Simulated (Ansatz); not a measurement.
SrZrO₃ (cubic perovskite, Pm-3m) under volume change, HSE06 (plane waves, PAW; program Ansatz), scaled uniformly.

```json
[
 {"V (Å³/atom)": "12.885", "E − E(relaxed) (meV/atom)": "71.3", "P (GPa)": "19.43"},
 {"V (Å³/atom)": "13.309", "E − E(relaxed) (meV/atom)": "30.0", "P (GPa)": "11.92"},
 {"V (Å³/atom)": "13.734", "E − E(relaxed) (meV/atom)": "7.1", "P (GPa)": "5.50"},
 {"V (Å³/atom)": "14.159", "E − E(relaxed) (meV/atom)": "0.0", "P (GPa)": "0.02"},
 {"V (Å³/atom)": "14.584", "E − E(relaxed) (meV/atom)": "6.3", "P (GPa)": "-4.65"},
 {"V (Å³/atom)": "15.008", "E − E(relaxed) (meV/atom)": "24.1", "P (GPa)": "-8.65"},
 {"V (Å³/atom)": "15.433", "E − E(relaxed) (meV/atom)": "51.7", "P (GPa)": "-12.06"}
]
```

### Question
What does a third-order Birch–Murnaghan fit give for V₀, B₀ and B′?

### Answer
V₀ = 14.16 Å³/atom, B₀ = 168 GPa, B′ = 4.2.

The first step of the workflow began from a Materials Project structure, measured or hypothetical; the Crystallography Open Database files this formula in space group No. 221, but the cells were not matched. Whether it is the stable phase at ambient conditions was not checked. The cell was relaxed with HSE06 under the symmetry of its start; its stability against distortions is not shown here. No spin polarisation was allowed.

Potentials: the later of the program's two PAW sets.
